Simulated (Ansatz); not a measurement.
ScAl in space group Cmcm (No. 63; Sc on 4c, Al on 4c) at seven volumes, DFT-r²SCAN in the program Ansatz with PAW potentials, shape and atoms relaxed at each. One row is withheld.

```
V (Å³/atom)  P (GPa)
-----------  -------
18.344          8.50
18.949          5.24
19.554             ?
20.158          0.00
20.763         -2.10
21.368         -3.91
21.973         -5.47
```

Q: Fit the shown pressures and predict the withheld one.

A: Third-order Birch–Murnaghan: P = (3/2)B₀(x^(7/2) − x^(5/2))[1 + (3/4)(B′ − 4)(x − 1)] with x = (V₀/V)^(2/3). Least squares on the six rows gives V₀ = 20.158 Å³/atom, B₀ = 75.07 GPa, B′ = 3.89. At V = 19.554, x = 1.0205 and P = 2.42 GPa. The run itself gave 2.43 GPa.

The first step of the workflow began from a Materials Project structure, measured or hypothetical; the Crystallography Open Database copy checked does not list it. Whether it is the stable phase at ambient conditions was not checked. Symmetry was held in the r²SCAN relaxation; whether a distortion lowers the energy is not shown. The run is not spin-polarised.

Potentials: the later of the program's two PAW sets.
